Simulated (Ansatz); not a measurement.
In the program Ansatz at the PBEsol level (PAW), ZnSnO3 in the trigonal phase (R3c; Zn on 6a, Sn on 6a, O on 18b) relaxes to a = 5.278 Å, c = 14.011 Å. Sn has 6 nearest neighbours from 2.05 Å (octahedral). Against the elements it lies at -1.56 eV/atom, with no fitted shifts.

The Kohn–Sham gap is 1.25 eV (direct). The valence maximum lies at Γ and the conduction minimum at Γ. The screened hybrid HSE06 puts the gap at 3.06 eV. Gap from PBEsol with spin–orbit coupling: 1.24 eV. The electron mass is 0.19 mₑ (isotropic).

An equation-of-state fit gives a bulk modulus of 180 GPa. The relaxed-ion elastic constants in GPa are C11 = 313, C12 = 150, C13 = 122, C14 = 1.0, C33 = 249, C44 = 71.0. The elastic constants imply a Debye temperature near 497 K. Perturbation theory gives ε∞ = 5.01 (xx = yy), 4.85 (zz). Letting the ions move raises it to ε0 = 13.7 (xx = yy), 22.6 (zz). Born charges are Zn +2.33, Sn +4.23, O -2.19 e. Without the LO–TO term the highest mode at Γ lies at 668 cm^-1.

The PBEsol relaxation kept the symmetry of its start. The references are the lowest solids computed at this level, not always the standard phases (solids in place of the gases). Scalar-relativistic: spin–orbit coupling is off unless named, which matters more the heavier the elements.

Potentials: the later of the program's two PAW sets.
